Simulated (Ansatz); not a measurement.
A relaxed cell of Te (P3₁21 (No. 152)), relaxed on a k-mesh at least as fine as the one used below. Computed with PBE (plane waves to 420 eV, PAW, scalar-relativistic; Ansatz, an electronic-structure program). Γ-centred k-mesh 6×6×4 on the run's cell (coarser than for final values), Fermi–Dirac smearing 0.05 eV.

```xyz
3
Lattice="4.5207 0.0000 0.0000 -2.2604 3.9151 0.0000 0.0000 0.0000 5.9545" Properties=species:S:1:pos:R:3 pbc="T T T"
Te     1.2121     0.0000     1.9848
Te    -0.6060     1.0497     3.9697
Te     1.6543     2.8654     0.0000
```

Every atom was then displaced, and the forces became (eV/Å):

```csv
atom,Fx,Fy,Fz
Te1,0.01,-0.96,2.68
Te2,0.29,0.59,-0.62
Te3,-0.30,0.38,-2.06
```

Task: Which atom was moved farthest relative to the others, and in which direction?

Result: Te1, by (0.08, 0.40, -0.40) Å (0.58 Å, mean shift removed); the next is Te3 with 0.40 Å. Its force makes an angle of 154° with its move.

All displacements (Å):

```csv
atom,ux,uy,uz
Te1,0.167,0.452,-0.581
Te2,0.036,-0.250,-0.161
Te3,0.070,-0.058,0.207
```

Task: Estimate the energy cost of the displacement in the harmonic approximation and compare with the calculation.

Result: For a harmonic well ΔE = −½ Σ F·u = 1.250 eV a cell, or 417 meV/atom. The calculated energy relative to the undisplaced cell is +0.46 eV/atom, so the harmonic estimate holds well.

No spin polarisation in the result.

The run that gave the undisplaced cell could not lose the symmetry of its start; a randomly shaken copy of 3 atoms returns to this structure.
